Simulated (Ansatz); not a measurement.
Ag:
```
Ag
1.0
    0.00000     2.07410     2.07410
    2.07410     0.00000     2.07410
    2.07410     2.07410     0.00000
Ag
1
Direct
  0.00000   0.00000   0.00000
```

Relaxed with PBE. Special points in fractions of this cell's reciprocal vectors: Γ (0.000, 0.000, 0.000); X (0.500, 0.000, 0.500); U (0.625, 0.250, 0.625); K (0.375, 0.375, 0.750); L (0.500, 0.500, 0.500); W (0.500, 0.250, 0.750).

Question: List the band energies nearest the Fermi level at these points for PBE with spin–orbit coupling (plane waves, PAW; program Ansatz).

Answer: In eV from the Fermi level; about four levels below and three above (degenerate sets whole), none deeper than 8.9 eV; points with the same levels are listed once.

```csv
k,below,above
Γ,-3.58 -3.58 -3.58 -3.58,15.81 15.81 18.84 18.84
X,-2.83 -2.83 -2.51 -2.51,1.64 1.64 6.42 6.42
U,-3.43 -3.43 -2.92 -2.92,4.17 4.17 5.10 5.10
L,-2.78 -2.78 -0.28 -0.28,3.39 3.39 15.07 15.07
W,-3.59 -3.59 -2.69 -2.69,5.63 5.63 5.95 5.95
```

Space group Fm-3m (fcc (Cu type)). The PBE relaxation kept the symmetry of its start. The run is not spin-polarised.

Potentials: the earlier of the program's two PAW sets.
